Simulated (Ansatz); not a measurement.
ZnGaNO:
```
ZnGaNO
1.0
    3.23681     0.00000     0.00000
   -1.61840     2.80316     0.00000
    0.00000     0.00000    20.72555
Ga N Zn O
4 4 4 4
Direct
  0.33333   0.66667   0.00090
  0.66667   0.33333   0.12655
  0.33333   0.66667   0.25170
  0.66667   0.33333   0.37716
  0.33333   0.66667   0.09277
  0.66667   0.33333   0.21814
  0.33333   0.66667   0.34334
  0.66667   0.33333   0.46893
  0.33333   0.66667   0.49565
  0.66667   0.33333   0.61878
  0.33333   0.66667   0.74148
  0.66667   0.33333   0.86399
  0.33333   0.66667   0.59785
  0.66667   0.33333   0.72077
  0.33333   0.66667   0.84400
  0.66667   0.33333   0.97057
```

Relaxed with r²SCAN.

Which orbitals make up the states near the Fermi level in r²SCAN (plane waves, PAW; program Ansatz)?

Within 0.5 eV of the Fermi level: N 2p 57 %, Ga 4p 10 %, Zn 3d 8 %, Ga 4s 7 %, O 2p 7 %. Projections are on Löwdin-orthogonalised atomic valence shells; empty p or d shells of many metals are not among them.

Tabulate the density of states.

States/eV per cell of 16 atoms, in 0.25 eV bins, energy from the Fermi level.

| E (eV) | total | Zn 3d | O 2p | N 2p |
|---|---|---|---|---|
| -7.85 | 10.78 | 4.86 | 2.88 | 1.46 |
| -7.60 | 17.81 | 9.39 | 4.11 | 2.04 |
| -7.35 | 15.67 | 10.41 | 3.53 | 0.74 |
| -7.10 | 17.15 | 10.01 | 3.96 | 1.48 |
| -6.85 | 15.37 | 8.73 | 3.29 | 1.71 |
| -6.60 | 21.74 | 16.87 | 2.41 | 1.37 |
| -6.35 | 10.49 | 7.11 | 1.19 | 1.43 |
| -6.10 | 19.61 | 12.50 | 1.86 | 3.38 |
| -5.85 | 18.64 | 14.43 | 1.29 | 1.71 |
| -5.60 | 17.85 | 12.80 | 1.91 | 1.80 |
| -5.35 | 13.01 | 7.49 | 2.22 | 1.94 |
| -5.10 | 8.41 | 2.95 | 2.37 | 1.90 |
| -4.85 | 8.06 | 2.34 | 2.20 | 2.28 |
| -4.60 | 9.23 | 2.08 | 2.68 | 3.03 |
| -4.35 | 11.30 | 2.10 | 3.11 | 4.31 |
| -4.10 | 9.08 | 1.80 | 3.40 | 2.70 |
| -3.85 | 8.85 | 1.59 | 3.41 | 2.77 |
| -3.60 | 10.11 | 1.58 | 3.81 | 3.49 |
| -3.35 | 8.34 | 1.23 | 2.99 | 3.07 |
| -3.10 | 9.69 | 1.58 | 4.36 | 2.81 |
| -2.85 | 6.51 | 0.93 | 2.61 | 2.30 |
| -2.60 | 5.68 | 0.75 | 2.07 | 2.36 |
| -2.35 | 6.29 | 0.90 | 2.64 | 2.26 |
| -2.10 | 4.29 | 0.53 | 1.34 | 1.99 |
| -1.85 | 6.47 | 0.74 | 1.33 | 3.66 |
| -1.60 | 4.76 | 0.54 | 1.15 | 2.59 |
| -1.35 | 1.59 | 0.18 | 0.16 | 1.04 |
| -1.10 | 1.59 | 0.15 | 0.08 | 1.10 |
| -0.85 | 1.98 | 0.18 | 0.09 | 1.35 |
| -0.60 | 1.02 | 0.10 | 0.03 | 0.78 |
| -0.35 | 1.57 | 0.13 | 0.10 | 0.95 |
| -0.10 | 0.64 | 0.06 | 0.03 | 0.41 |
| 0.15 | 1.35 | 0.10 | 0.10 | 0.72 |
| 0.40 | 1.08 | 0.07 | 0.09 | 0.53 |
| 0.65 | 0.90 | 0.02 | 0.13 | 0.18 |
| 0.90 | 0.97 | 0.00 | 0.15 | 0.05 |
| 1.15 | 1.56 | 0.00 | 0.18 | 0.07 |
| 1.40 | 1.15 | 0.00 | 0.15 | 0.06 |
| 1.65 | 1.11 | 0.00 | 0.15 | 0.07 |
| 1.90 | 1.21 | 0.00 | 0.17 | 0.08 |
| 2.15 | 1.47 | 0.00 | 0.19 | 0.10 |
| 2.40 | 2.69 | 0.00 | 0.27 | 0.18 |
| 2.65 | 2.42 | 0.00 | 0.25 | 0.20 |
| 2.90 | 2.65 | 0.00 | 0.28 | 0.23 |
| 3.15 | 4.45 | 0.00 | 0.55 | 0.30 |
| 3.40 | 3.16 | 0.00 | 0.26 | 0.24 |
| 3.65 | 3.58 | 0.01 | 0.27 | 0.27 |
| 3.90 | 4.10 | 0.01 | 0.31 | 0.30 |
| 4.15 | 4.66 | 0.01 | 0.31 | 0.43 |
| 4.40 | 5.44 | 0.01 | 0.29 | 0.59 |
| 4.65 | 5.73 | 0.01 | 0.32 | 0.60 |

Space group P3m1. The start of the workflow was typed in or built on a structure type; the Crystallography Open Database copy checked does not list it. Its standing as an ambient phase is unchecked. Symmetry was held in the r²SCAN relaxation; its stability against distortions is not shown here. Spin–orbit coupling is left out wherever it is not named.

Potentials: the earlier of the program's two PAW sets.
